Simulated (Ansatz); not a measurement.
Relaxed-ion elastic tensor of Rh (bcc (W type), Im-3m) in GPa (Voigt order), PBEsol (plane waves, PAW; program Ansatz); density 12.30 g/cm³, 13.89 Å³ per atom.

```
64.0   372   372   0.0   0.0   0.0
 372  64.0   372   0.0   0.0   0.0
 372   372  64.0   0.0   0.0   0.0
 0.0   0.0   0.0   164   0.0   0.0
 0.0   0.0   0.0   0.0   164   0.0
 0.0   0.0   0.0   0.0   0.0   164
```

Question: Is the crystal mechanically stable?

Answer: No: the smallest eigenvalue of C is -308 GPa.

The start of the workflow was typed in or built on a structure type; the Crystallography Open Database copy checked does not list it. It is not the phase usual at ambient conditions (space group No. 225). Symmetry was held in the PBEsol relaxation. At this level the phase is mechanically unstable. No spin polarisation was allowed. As this level gives no gap, shear constants depend on the k-mesh and smearing (Fermi–Dirac, 0.1 eV here). On the denser mesh and wider smearing of the elastic run this cell carries a stress of 0.5 GPa.

Potentials: the later of the program's two PAW sets.
